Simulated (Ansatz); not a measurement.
BaZrO3: the gap against volume

BaZrO3, Pm-3m, a = 4.205 Å. The structure is a COD entry; whether it is the stable form wasn't checked. Ansatz: r2SCAN, PAW, 500 eV, Γ-centred 6×6×6 mesh on 5 atoms, Gaussian smearing 0.02 eV; no spin polarisation. Symmetry fixes shape and atoms, so the cell is only scaled; x = ln(V/V0) with V0 = 14.872 Å³/atom. The gap is read at the mesh points alone.

```tsv
x	gap y (eV)
-0.1278	4.043
-0.0943	3.967
-0.0619	3.889
-0.0305	3.811
0.0000	3.732
0.0296	3.652
0.0583	3.573
0.0953	?
```

**Question.** Fit a straight line to the other rows, give the volume deformation potential of the gap and its pressure coefficient, and predict the missing gap. B0 = 163.2 GPa.

**Answer.** Means x = -0.03237, y = 3.8096; Σ(Δx)² = 0.02693, ΣΔxΔy = -0.06809; the slope is their ratio. y = 3.7277 − 2.5289 x. The slope is the deformation potential a = dE_g/d ln V = -2.53 eV, and dE_g/dP = −a/B0 = 15.5 meV/GPa. With a term in x² added, the coefficient of x becomes -2.638, 4 % more, which shows how far this figure hangs on the form. At x = 0.0953 the fit asked for gives 3.487 eV. The run gave 3.466 eV, so the fit is 0.021 eV too high, 3.6 % of the span of the series, against an rms of 0.005 eV on the fitted rows. The row lies outside the fitted range. With a term in x² added, a fit to the same known rows predicts 3.466 eV, so most of the miss is curvature that the known rows already hold.

Spin-orbit coupling is left out, which matters for the bands of heavy elements. Semilocal functionals give gaps under the measured ones; changes of the gap mostly carry over better.

Cost: 8 runs of about 2.2 core-minutes in all, on AMD EPYC (Zen 3) (shared hosts).